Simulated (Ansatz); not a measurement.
**LaTl: stiffness from a series of strains**

```
CELL_PARAMETERS angstrom
3.93600 0.00000 0.00000
0.00000 3.93600 0.00000
0.00000 0.00000 3.93600
ATOMIC_POSITIONS crystal
La 0.00000 0.00000 0.00000
Tl 0.50000 0.50000 0.50000
```

Atom numbers follow the list: La1, Tl2.

The cell is COD entry 1523872, as deposited and not checked against the literature; nothing was relaxed.

No spin–orbit coupling, which matters for the heavy atoms here.

Theory: DFT, PBEsol, all-electron LAPW, scalar-relativistic (Ansatz 0.2.0).

Sampling and basis: a Γ-centred 10×10×10 k mesh, Fermi–Dirac smearing of 0.05 eV, basis error target 0.25 meV/atom, no spin polarisation.

The strain is applied along the Cartesian axes of the cell as listed (the other components stay zero). Fractional coordinates are held (clamped ions).

σ is the change of stress from the unstrained cell, which is at -0.64 GPa; tension is positive, so slopes are stress–strain coefficients at that pressure. In a metal the k mesh adds noise.

Only quantities that a quadratic follows smoothly over the whole series are listed; rougher ones are left out.

```
εxx = εyy  σzz (GPa)  σxx (GPa)
  -0.0200      -2.09      -2.36
  -0.0100      -0.98      -1.13
   0.0000       0.00       0.00
   0.0200       1.63       1.99
```

**Question.** Fit the series and read off the stiffness at zero strain.

**Answer.** Least-squares fits y = p0 + p1 x + p2 x² to the rows give σzz (GPa): p1 = 92.9, p2 = -580; σxx (GPa): p1 = 109, p2 = -470. So 2 C12 = 93 GPa and C11 + C12 = 109 GPa.

**Question.** One run, at εxx = εyy = 0.0100, is withheld. Predict its row.

**Answer.** The fits give 0.87, 1.04; the run gave 0.86, 1.04.
